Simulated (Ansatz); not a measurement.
Total density of states per atom from LDA (plane waves, PAW; program Ansatz), in 0.25 eV bins, energy from the valence-band maximum:

(E (eV), states/eV/atom): (-7.89, 0.54); (-7.64, 0.25); (-7.39, 0.15); (-7.14, 0.13); (-6.89, 0.11); (-6.64, 0.10); (-6.39, 0.07); (-6.14, 0.00); (-5.89, 0.09); (-5.64, 0.23); (-5.39, 0.22); (-5.14, 0.22); (-4.89, 0.22); (-4.64, 0.26); (-4.39, 0.58); (-4.14, 0.95); (-3.89, 0.96); (-3.64, 0.69); (-3.39, 0.60); (-3.14, 0.57); (-2.89, 0.61); (-2.64, 0.82); (-2.39, 1.19); (-2.14, 0.63); (-1.89, 0.29); (-1.64, 0.27); (-1.39, 0.55); (-1.14, 0.83); (-0.89, 0.57); (-0.64, 0.50); (-0.39, 0.13); (-0.14, 0.03); (0.11, 0.00); (0.36, 0.00); (0.61, 0.00); (0.86, 0.03); (1.11, 0.41); (1.36, 1.07); (1.61, 0.61); (1.86, 0.69); (2.11, 0.70); (2.36, 0.65); (2.61, 0.68); (2.86, 0.82); (3.11, 0.89); (3.36, 0.62); (3.61, 0.54); (3.86, 0.70); (4.11, 0.91)

Q: Which of these materials gives this?
A) GeSe, puckered layer
B) PtSe2, 1T layer
C) WSe2, 1H layer
D) ZrSe2, 1T layer

A: A, GeSe, puckered layer

Space group Pmn2_1 (puckered). The layer was cut from a bulk entry of the Materials Project (measured or hypothetical); whether that bulk phase is the ambient one, and whether the layer has been isolated, was not checked. The cell was relaxed with LDA under the symmetry of its start; its stability against distortions is not shown here. Scalar-relativistic: spin–orbit coupling is off unless named, which matters more the heavier the elements.

Potentials: the later of the program's two PAW sets.
